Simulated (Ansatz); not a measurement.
NbSi2 (CrSi2 type, space group P6_222): energy against volume

NbSi2 (CrSi2 type, space group P6_222)

```xyz
9
Lattice="4.7675 0.0000 0.0000 -2.3837 4.1288 0.0000 0.0000 0.0000 6.5758" Properties=species:S:1:pos:R:3 pbc="T T T"
Nb     2.3837     0.0000     0.0000
Nb     1.1919     2.0644     2.1919
Nb    -1.1919     2.0644     4.3839
Si     0.0000     1.3183     0.0000
Si     3.6258     0.6591     2.1919
Si     1.2421     3.4696     4.3839
Si     2.3837     2.8105     0.0000
Si    -1.2421     3.4696     2.1919
Si     1.1417     0.6591     4.3839
```

The volume is varied about the relaxed value V₀ at fixed cell shape. The atoms relax within the cell's symmetry.

Method: PBEsol (plane waves to 420 eV, PAW, scalar-relativistic; Ansatz, an electronic-structure program). k mesh 12×12×8 (Γ-centred), Fermi-Dirac smearing 0.05 eV. E stands for the smeared free energy. Compression counts positive. With the shape held, the modulus is that of even scaling; a crystal free to change shape is softer. NbSi2 is run without spin polarisation. NbSi2 was relaxed with its symmetry unable to fall. The zero of ΔE is the relaxed starting cell.

```
V (Å³/cell)  ΔE (meV/atom)  P (GPa)
-----------  -------------  -------
116.49                 102     24.8
119.08                  63     18.7
121.67                  34     13.3
124.26                  15      8.4
126.85                   4      4.0
129.44                   0      0.0
132.02                   3     -3.6
134.61                  13     -6.8
137.20                  27     -9.7
139.79                  47    -12.3
142.38                  71    -14.6
```

What the scan shows:

Pressure at the smallest volume: 24.8 GPa
Energy cost of the largest compression: 102 meV/atom
Energy cost of the largest expansion: 71 meV/atom
Bulk modulus at fixed cell shape B₀ (third-order Birch-Murnaghan fit): 188 GPa
Pressure derivative B₀′ (fit): 4.3
Equilibrium volume of the fit: 14.38 Å³/atom
Pressure for 5 % compression (fit): 10.8 GPa

(A scan under strain: stresses follow from slopes of the energy per volume, elastic moduli from its curvatures.)
